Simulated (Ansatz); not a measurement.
Here is the system:

AlGaN2:
Space group P3m1 (No. 156); a = b = 3.1193 Å, c = 5.0531 Å, α = β = 90.00°, γ = 120.00°

```tsv
atom	site	symmetry	x	y	z
Al	1a	3m.	0.0000	0.0000	0.9995
Ga	1c	3m.	0.6667	0.3333	0.4972
N	1c	3m.	0.6667	0.3333	0.1129
N	1a	3m.	0.0000	0.0000	0.6269
```

This is the LDA-relaxed structure.

All from the program Ansatz at the LDA level (PAW), unless another level is named. Predict the formation energy from the elements (no fitted shifts).

-115 kJ/mol of atoms.

Predict the band gap.

3.09 eV (direct).

Give the valence-band maximum.

at Γ.

What about the weight of the valence-edge state by species (Voronoi cells)?

N 86 %, Ga 11 %, Al 3 %.

The workflow started from a Materials Project entry (that database holds measured and hypothetical structures alike); the Crystallography Open Database copy checked does not list it. With Al and Ga taken as one species the cell has the higher symmetry P6_3mc, so it may be an ordered model of a mixed-site phase. Whether it is the stable phase at ambient conditions was not checked. Symmetry was held in the LDA relaxation; phonons on a q-mesh show no instability. The references are the lowest solids computed at this level, not always the standard phases (solids in place of the gases). Spin–orbit coupling is left out wherever it is not named.

Potentials: the later of the program's two PAW sets.
